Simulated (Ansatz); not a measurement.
TiSi2 in space group Cmcm (No. 63; Ti on 4c, Si on 4c, Si on 4c) at seven volumes, r²SCAN (plane waves, PAW; program Ansatz), shape and atoms relaxed at each. One row is withheld.

| V (Å³/atom) | P (GPa) |
|---|---|
| 12.896 | 15.05 |
| 13.322 | 9.20 |
| 13.747 | 4.22 |
| 14.172 | 0.00 |
| 14.597 | -3.60 |
| 15.022 | -6.70 |
| 15.447 | ? |

### Question
Fit the shown pressures and predict the withheld one.

### Answer
P = (3/2)B₀(x^(7/2) − x^(5/2))[1 + (3/4)(B′ − 4)(x − 1)] with x = (V₀/V)^(2/3). Least squares on the six rows gives V₀ = 14.172 Å³/atom, B₀ = 130 GPa, B′ = 4.30. At V = 15.447, x = 0.9442 and P = -9.31 GPa. The run itself gave -9.33 GPa.

The r²SCAN relaxation kept the symmetry of its start. No spin polarisation was allowed.

Potentials: the earlier of the program's two PAW sets.
